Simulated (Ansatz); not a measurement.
Relaxed-ion elastic tensor of CdSe (zinc blende, F-43m) in GPa (Voigt order), plane-wave PAW PBEsol (Ansatz code); density 5.65 g/cm³, 28.12 Å³ per atom.

```csv
,1,2,3,4,5,6
1,63.8,46.2,46.2,0.0,0.0,0.0
2,46.2,63.8,46.2,0.0,0.0,0.0
3,46.2,46.2,63.8,0.0,0.0,0.0
4,0.0,0.0,0.0,22.5,0.0,0.0
5,0.0,0.0,0.0,0.0,22.5,0.0
6,0.0,0.0,0.0,0.0,0.0,22.5
```

### Question
Is the crystal mechanically stable?

### Answer
Yes: the smallest eigenvalue of C is 17.6 GPa.

### Question
Work out the Voigt, Reuss and Hill averages.

### Answer
K_V = 52.1, K_R = 52.1, K_H = 52.1; G_V = 17.0, G_R = 13.9, G_H = 15.5 GPa.

### Question
Give Young's modulus, Poisson's ratio, Pugh's ratio and the universal anisotropy index.

### Answer
E = 9KG/(3K + G) = 42.2 GPa; ν = 0.36; K/G = 3.37 (ductile by the Pugh limit of 1.75); A_U = 5G_V/G_R + K_V/K_R − 6 = 1.14.

### Question
Estimate the sound speeds and the Debye temperature.

### Answer
v_l = √((K + 4G/3)/ρ) = 3590 m/s, v_t = √(G/ρ) = 1650 m/s, mean 1860 m/s; Θ = (h/k)(3n/4πV)^(1/3) v_m = 182 K.

### Question
Give the Zener ratio and Young's modulus along [100], [110] and [111].

### Answer
A = 2C44/(C11 − C12) = 2.56; 1/E = S11 − 2(S11 − S12 − S44/2)Γ with Γ = 0, 1/4, 1/3 gives 25.0, 44.1, 59.1 GPa.

### Question
Solve the Christoffel equation for the three sound speeds along [100], [110], [111].

### Answer
Eigenvalues of C_ijkl n_j n_l equal ρv² (piezoelectric stiffening left out). In km/s, slowest first: [100] 2.00, 2.00, 3.36; [110] 1.25, 2.00, 3.70; [111] 1.54, 1.54, 3.81.

The cell was relaxed with PBEsol under the symmetry of its start.

Potentials: the later of the program's two PAW sets.
